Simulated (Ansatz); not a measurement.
This run works on a generated trial structure, not on a known crystal.

Input and command of a plane-wave DFT calculation in Ansatz:

```yaml
crystal:
  lattice:
    - [4.2758176604, 0.0064450574, 0.265880897]
    - [-0.0108341495, 4.2735822826, 0.301806817]
    - [-1.3617680383, -1.5385636055, 7.8796750347]
  atoms:
    - { symbol: Ho, position: [0.5, 0.0, 0.0] }
    - { symbol: Au, position: [0.5, 0.0, 0.5] }
    - { symbol: F, position: [0.0, 0.0, 0.0] }
    - { symbol: F, position: [0.5, 0.5, 0.0] }
    - { symbol: F, position: [0.5566443214, 0.0633793177, 0.2662810475] }
    - { symbol: F, position: [0.4433556786, 0.9366206823, 0.7337189525] }
basis:
  ecutwfc: 690
kpoints:
  mp_grid: { grid: [6, 6, 4] }
hamiltonian:
  xc: pbe
  pseudopotentials:
    kind: paw
    azcp: { Ho: "pseudopotentials/pbe/nc/lanthanide_3plus/Ho.nc.azcp" }
scf:
  occupations: { method: gaussian, width: 0.02 }
output:
  forces: true
  stress: true
  eigenvalues: true
relax:
  adjacent_minimum: "off"
  f_tol: 0.01
  max_steps: 30
  cell: { stress_tol: 0.1, fix: [volume] }
```

```bash
ansatz run input.yaml --threads 1 --pin off --max-ram 2816MiB --backend cpu --events-out ev --progress --plain --runs-dir out
```

Processor: Intel(R) Xeon(R) 6975P-C (Granite Rapids), 1 thread, on a host shared with other jobs.

Estimate time, memory and problem size.

About 2.2 min, peak memory 0.91 GiB. It solves 35 bands at 76 k points (after reduction by symmetry) with about 6063 plane waves, in 46 SCF iterations over 6 ionic steps.

With its 4f electrons in the core of a norm-conserving potential, the lanthanide is trivalent by construction, without f bands, f moments or other valences.
